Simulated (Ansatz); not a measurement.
## Trial structures of Er3RuC: starts and ends

These are results of DFT PBE, scalar-relativistic, plane waves, PAW, and for the lanthanide a 4f-in-core norm-conserving potential (Ansatz), not measurements. All cells share a 770 eV cutoff and Γ-centred k meshes spaced at most about 0.3 Å⁻¹ (about 0.25 or finer for metals, 2π included). No spin polarisation in the final relaxations.

Each guess was relaxed in cell and atoms at zero pressure, within the symmetry of its start. All energies are static (0 K, no zero-point motion). Coordination counts Er or Ru atoms around C (for each partner element, those within 1.25 times its shortest distance or 1.15 times the sum of covalent radii, where it is the nearest in units of that sum or under 1.3; the shortest distance is added where it is long for a bond).

| guess | made from | start group | V start (Å³/atom) | end group | V end (Å³/atom) | coordination at the end | gap on mesh (eV) | E over the lowest end (meV/atom) |
| --- | --- | --- | --- | --- | --- | --- | --- | --- |
| 1 | random cell | P4/mmm | 20.7 | P4/mmm | 24.9 | C 6 | 0 | 477 |
| 2 | RbVBr3 type | P6_3/mmc | 18.6 | P6_3/mmc | 20.0 | C 6 | 0 | 10 |
| 3 | CsPbCl3 type | Pm-3m | 20.7 | Pm-3m (antiperovskite) | 20.9 | C 6 | 0 | 0 |
| 4 | CeBPd3 type | Pm-3m | 17.9 | ? | ? | ? | ? | ? |

Guess 4 as it starts:

```cif
data_structure
_symmetry_space_group_name_H-M 'P 1'
_symmetry_Int_Tables_number 1
_cell_length_a 4.4717
_cell_length_b 4.4717
_cell_length_c 4.4717
_cell_angle_alpha 90.000
_cell_angle_beta 90.000
_cell_angle_gamma 90.000
_cell_volume 89.42
loop_
_atom_site_label
_atom_site_type_symbol
_atom_site_fract_x
_atom_site_fract_y
_atom_site_fract_z
_atom_site_occupancy
Er1 Er 0.00000 0.50000 0.50000 1
Er2 Er 0.50000 0.00000 0.50000 1
Er3 Er 0.50000 0.50000 0.00000 1
Ru1 Ru 0.50000 0.50000 0.50000 1
C1 C 0.00000 0.00000 0.00000 1
```

Problem. Fill in the missing row: what does this guess relax into, and where does it rank?

Solution. It ends in the antiperovskite type, space group Pm-3m (No. 221), with a = 5.123 Å, 26.9 Å³/atom and no gap. It lies 1.11 eV/atom over the lowest end, above guess 1 and so the highest of the set. Counting Er or Ru atoms around C, this end has C 12 from 3.6 Å and the lowest (guess 3) has C 6.

```
CELL_PARAMETERS angstrom
5.12250 0.00000 0.00000
0.00000 5.12250 0.00000
0.00000 0.00000 5.12250
ATOMIC_POSITIONS crystal
Er 0.00000 0.50000 0.50000
Er 0.50000 0.00000 0.50000
Er 0.50000 0.50000 0.00000
Ru 0.50000 0.50000 0.50000
C 0.00000 0.00000 0.00000
```

The zero of energy is the elements' standard structures at the same level; no fitted shifts are applied.

Problem. Is the lowest end bound against the elements?

Solution. Yes: its formation energy is −0.08 eV/atom. Whether it is stable depends on the other phases of the system, which aren't compared here.

For metals, differences of a few meV/atom aren't resolved. The reference form of C is held partly by dispersion forces, which this level lacks. Cells relaxed within their symmetry can be saddle points. A lower structure may well exist outside this small set. Some candidate types were left out of the draw beforehand, so a known form may be missing.

The lanthanide is trivalent by construction, without f bands, f moments or other valences. The reference runs of the other elements, and any phases without the lanthanide, used 420 eV, which shifts energies against them by under 10 meV/atom. The lanthanide's reference is the lowest of its hcp, dhcp and fcc cells.
